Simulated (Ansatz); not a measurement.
## SiO2: gradients before and after relaxing the atoms

Start: a COD entry (listed for 1.1 GPa), atoms as given.

Space group P4_12_12 (No. 92); a = 4.8757, c = 6.7163 Å.

```csv
site,Wyckoff,site symmetry,x,y,z
Si,4a,..2,0.3125,0.3125,0.0000
O,8b,1,0.2356,0.1269,0.1904
```

One atom of each set is listed.

The numbers come from a DFT calculation in Ansatz (PBE, plane waves and PAW, scalar-relativistic, 420 eV cutoff, Γ-centred 5×5×4 k-points, Fermi–Dirac smearing 0.02 eV).

The largest force at the start is 0.50 eV/Å. Relaxing the ions at fixed cell moves them by 0.059 Å at most (atom 9, O) and 0.050 Å rms.

```json
{"site": "Si", "moved (Å)": "0.020", "first shell before": "4 O at 1.60–1.61 Å", "first shell after": "4 O at 1.62–1.63 Å", "V_zz before (10²¹ V/m²)": "-0.72", "η before": "0.72"}
{"site": "O", "moved (Å)": "0.059", "first shell before": "2 Si at 1.60–1.61 Å, angle 140°", "first shell after": "2 Si at 1.62–1.63 Å, angle 137°", "V_zz before (10²¹ V/m²)": "8.75", "η before": "0.21"}
```

Q: How do the gradients change?

A: 

```tsv
site	V_zz after	η after	change of V_zz
Si	-0.48	0.80	+0.24
O	9.02	0.27	+0.27
```

The largest change of V_zz is on O, from 8.75 to 9.02. In per cent, |V_zz| changes by -34 on Si, +3 on O (all sites that start above 0.5).
